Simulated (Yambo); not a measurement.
Yambo run on KMgF₃ (cubic perovskite, space group Pm-3m, No. 221). The wavefunctions are PBEsol (Quantum ESPRESSO, PseudoDojo norm-conserving, 84 Ry, without SOC) ones on a 4×4×4 mesh (20 occupied bands); a = 3.9785 Å, b = 3.9785 Å, c = 3.9785 Å, α = 90.00°, β = 90.00°, γ = 90.00°.

Yambo input:

```
rim_cut
gw0
dyson
el_el_corr
HF_and_locXC
ppa
em1d
RandQpts= 1000000
RandGvec= 1 Ry
EXXRLvcs= 84 Ry
VXCRLvcs= 336 Ry
Chimod= "HARTREE"
% BndsRnXp
 2 | 79 |
%
NGsBlkXp= 8 Ry
% LongDrXp
 1.0 | 1.0 | 1.0 |
%
PPAPntXp= 27.2114 eV
% GbndRnge
 1 | 79 |
%
GTermKind= "BG"
DysSolver= "n"
ExtendOut
% QPkrange
 1 | 1 | 20 | 21 |
 10 | 10 | 20 | 20 |
%
```

k points by index: 1 = Γ, 10 = R.

Table of the .qp output:

```
#    K-point    Band    Eo [eV]    E [eV]    E-Eo [eV]    Vxc [eV]    Vnlxc [eV]    Sc|Eo [eV]    Sc|E [eV]    dSc/dw|Eo [eV]    Re(Z)    Im(Z)
#
    1    20    -0.327864    -3.008840    -2.680976    -22.54478    -30.39236    4.607211    5.166605    -5.677498    0.827372    -0.936491E-3
    1    21    7.206779    8.798890    1.592111    -11.03342    -6.281357    -2.973993    -3.159949    -3.178134    0.895420    -0.570324E-3
    10    20    0.000000    -2.663501    -2.663501    -22.71266    -30.65769    4.719332    5.281533    -5.743415    0.825717    -0.941892E-3
```
(The two width columns are left out.) Convergence of these settings isn't established.

Geometry of the Materials Project entry, not relaxed at this level.
